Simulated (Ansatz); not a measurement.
In₂GaAs₃:
```cif
data_As6Ga2In4
_chemical_formula_sum 'In4 Ga2 As6'
_space_group_name_H-M_alt 'I-4m2'
_space_group_IT_number 119
_space_group_name_Hall 'I -4 -2'
_cell_length_a 4.20677
_cell_length_b 4.20677
_cell_length_c 17.97698
_cell_angle_alpha 90.000
_cell_angle_beta 90.000
_cell_angle_gamma 90.000
loop_
_atom_site_label
_atom_site_type_symbol
_atom_site_symmetry_multiplicity
_atom_site_Wyckoff_symbol
_atom_site_fract_x
_atom_site_fract_y
_atom_site_fract_z
_atom_site_occupancy
In1 In 4 e 0.00000 0.00000 0.33722 1
Ga1 Ga 2 a 0.00000 0.00000 0.00000 1
As1 As 2 d 0.50000 0.00000 0.25000 1
As2 As 4 f 0.00000 0.50000 0.07492 1
```
(The calculation used a cell of 6 atoms; values per cell refer to that cell.)

Relaxed with r²SCAN. r²SCAN in the plane-wave PAW code Ansatz gives a gap of 0.20 eV.

Question: What gap does HSE06 give on the same cell (Ansatz, PAW)?

Answer: 0.50 eV, 0.31 eV more. The hybrid was solved on a coarser mesh and at special points; its gap is the smallest among all of these.

Cost on shared cores: the r²SCAN run (SCF on a 9×9×9 mesh, then bands and DOS) roughly 4 core-minutes, the HSE06 run (SCF on 6×6×6, then a few points) roughly 25 core-minutes; the tasks are unlike.

The first step of the workflow began from a Materials Project structure, measured or hypothetical; the Crystallography Open Database copy checked does not list it. With In and Ga taken as one species the cell has the higher symmetry F-43m, so it may be an ordered model of a mixed-site phase. Whether it is the stable phase at ambient conditions was not checked. Symmetry was held in the r²SCAN relaxation; whether a distortion lowers the energy is not shown. Spin–orbit coupling is left out wherever it is not named.

Potentials: the later of the program's two PAW sets.
